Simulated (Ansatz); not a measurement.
Given:

HfSi2:
```yaml
crystal:
  lattice:
    - [-1.63731, 1.63731, 4.52493]
    - [1.63731, -1.63731, 4.52493]
    - [1.63731, 1.63731, -4.52493]
  atoms:
    - { symbol: Hf, position: [0.00000, 0.00000, 0.00000] }
    - { symbol: Si, position: [0.31570, 0.31570, 0.00000] }
    - { symbol: Si, position: [0.68430, 0.68430, 0.00000] }
```

This is the PBE-relaxed structure.

All from the program Ansatz at the PBE level (PAW), unless another level is named. Predict the highest zone-centre frequency.

274 cm⁻¹.

What about the bulk modulus (Birch–Murnaghan fit)?

1320 kbar.

Space group I4/mmm (MoSi2 or CaC2 type). A made-up cell: these elements were put on the sites of a structure type; neither database checked (COD, Materials Project) lists it. COD files the formula under space group No. 63, so this cell is another polymorph or a model. Its standing as an ambient phase is unchecked. The cell was relaxed with PBE under the symmetry of its start; of distortions, only those at the zone centre were tested. The run is not spin-polarised. As this level gives no gap, phonon frequencies hold no LO–TO term and depend on the k-mesh and smearing (Fermi–Dirac, 0.1 eV here). Scalar-relativistic: spin–orbit coupling is off unless named, which matters more the heavier the elements.

Potentials: the later of the program's two PAW sets.
